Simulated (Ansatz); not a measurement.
A trial cell of CoPtC4N4, before relaxation:

```
Co Pt C N
1.0
     5.88262    0.00000    0.00000
     0.00000    5.88262    0.00000
     0.00000    0.00000    5.88262
Co Pt C N
1 1 4 4
Direct
  0.00000 0.00000 0.00000
  0.50000 0.50000 0.50000
  0.18814 0.18814 0.18814
  0.18814 0.81186 0.81186
  0.81186 0.18814 0.81186
  0.81186 0.81186 0.18814
  0.30297 0.30297 0.30297
  0.30297 0.69703 0.69703
  0.69703 0.30297 0.69703
  0.69703 0.69703 0.30297
```

These are results of DFT PBE, scalar-relativistic, plane waves, PAW (Ansatz), not measurements. Cutoff 420 eV, Gaussian smearing, Γ-centred meshes. Cell and atoms relax first on a coarse mesh and then on a finer one. In between, the cell is made exact in the group found at 0.06 Å. In metals the finer mesh still leaves noise of several meV/atom or more. The steps can't lower the symmetry of their start. Collinear spin, starting moments Co 3.0 μB.

A guess keeps its type if space group and coordination stay and the shape of the cell changes little (axis ratios within about 15 %, angles within 6°); the volume may change.

Question: Does it keep its structure type, or change into something else?

Answer: It keeps its type. The symmetry stays P-43m (No. 215). The volume per atom stays near 20.4 Å³. The shortest distance goes from 1.17 Å (C–N) to 1.18 Å (C–N). Counting neighbours within 15 % of an atom's shortest distance, the start has C 1, Co 4, N 1, Pt 4 and the end C 1, Co 4, N 1, Pt 4.

The last run used collinear spin, a 6×6×6 mesh for its 10-atom cell and Gaussian smearing of 0.10 eV. These runs have no spin–orbit coupling, which can matter for Pt. Another magnetic order may lie lower. A structure relaxed within its symmetry needn't be a true minimum.
